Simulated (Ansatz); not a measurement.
Data:

CeO2:
Space group Fm-3m (No. 225); a = 5.3589 Å, b = 5.3589 Å, c = 5.3589 Å, α = 90.00°, β = 90.00°, γ = 90.00°

| atom | site | symmetry | x | y | z |
|---|---|---|---|---|---|
| Ce | 4a | m-3m | 0.0000 | 0.0000 | 0.0000 |
| O | 8c | -43m | 0.2500 | 0.2500 | 0.2500 |
(The calculation used a cell of 3 atoms; values per cell refer to that cell.)

This is the LDA-relaxed structure.

### Question
All from plane-wave PAW LDA (Ansatz code), unless another level is named. Give the band gap.

### Answer
1.98 eV (indirect).

### Question
What about the smallest direct gap on the standard path?

### Answer
2.08 eV.

### Question
And the valence-band maximum?

### Answer
on the K–Γ line, 28 % of the way from K.

The cell was relaxed with LDA under the symmetry of its start. No spin polarisation was allowed. The 4f shell is in the valence. No Hubbard U is applied. Scalar-relativistic: spin–orbit coupling is off unless named, which matters more the heavier the elements.

Potentials: the earlier of the program's two PAW sets. The files were generated under PBE; for other functionals the program regenerates the frozen cores, and for LDA and PBEsol the local potential too.
